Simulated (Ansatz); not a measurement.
HCl in space group I4/mmm (No. 139; H on 2a, Cl on 2b), the program Ansatz at the r²SCAN+D4 level (PAW), all energies at zero smearing, with the estimated change up to a 700 eV cutoff added, with one set of potentials and settings (totals compare only within such a set). Cell of 2 atoms (1 H, 1 Cl): -1100.021 eV.

```
element            reference phase  E (eV/atom)
-------  -------------------------  -----------
H        Cmce, 4 atoms in the cell     -15.9523
Cl       Cmce, 4 atoms in the cell   -1083.6978
```

Formation energy per atom, worked out: (-1100.021 − 1×(-15.9523) − 1×(-1083.6978))/2 = -0.186 eV/atom (-18 kJ per mol of atoms), at 0 K, without zero-point energy or fitted corrections.

The workflow started from an entry of the Crystallography Open Database (COD); the relaxed space group is not among those it files for this formula. COD files the formula under space group No. 36, 69, 225, so this cell is another polymorph or a model. Symmetry was held in the r²SCAN+D4 relaxation; its stability against distortions is not shown here. The substance is a gas or liquid at ambient conditions. The references are the lowest solids computed at this level, not always the standard phases (solids in place of the gases).

Potentials: the later of the program's two PAW sets.
